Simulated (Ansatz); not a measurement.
## TiO2 with Sb replacing Ti: what each run costs

TiO2 with Sb replacing Ti, cell charge +1. Cell: 36 atoms, space group Pmmm, a = 6.494 Å, b = 6.494 Å, c = 8.872 Å, α = 90.00°, β = 90.00°, γ = 90.00°.

All runs are DFT with Ansatz 0.2.0 on 1 thread of Arm Neoverse V1 (aarch64; 8 cores open to the job, memory cap 3.0 GiB, no GPU), a shared host.

Question: Rank the runs by wall time, shortest first.
A. relaxation of the ions, PBE, 420 eV, 3×3×2 k-points, smearing 0.01 eV
B. single point, PBE, 420 eV, 3×3×2 k-points, smearing 0.01 eV
C. single point at relaxed positions, r2SCAN, 500 eV, 3×3×2 k-points, smearing 0.01 eV

Answer: B (92 s, 1 GiB), C (2.6 min, 1.6 GiB), A (5.2 min, 1 GiB).
